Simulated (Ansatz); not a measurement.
LaSi in space group Cmcm (No. 63; La on 4c, La on 4c, Si on 8f), DFT-PBE in the program Ansatz with PAW potentials, all energies at zero smearing, with the estimated change up to a 700 eV cutoff added, with one set of potentials and settings (totals compare only within such a set). Cell of 8 atoms (4 La, 4 Si): -27549.625 eV.

```
element                reference phase  E (eV/atom)
-------  -----------------------------  -----------
La       P6_3/mmc, 4 atoms in the cell   -6250.0953
Si          Fd-3m, 2 atoms in the cell    -635.8096
```

Formation energy per atom, worked out: (-27549.625 − 4×(-6250.0953) − 4×(-635.8096))/8 = -0.751 eV/atom (-72 kJ per mol of atoms), at 0 K, without zero-point energy or fitted corrections.

The first step of the workflow began from a Materials Project structure, measured or hypothetical; the Crystallography Open Database copy checked does not list it. COD files the formula under space group No. 62, so this cell is another polymorph or a model. Its standing as an ambient phase is unchecked. The cell was relaxed with PBE under the symmetry of its start; whether a distortion lowers the energy is not shown. The references are the lowest solids computed at this level, not always the standard phases. Spin–orbit coupling is left out wherever it is not named.

Potentials: the later of the program's two PAW sets.
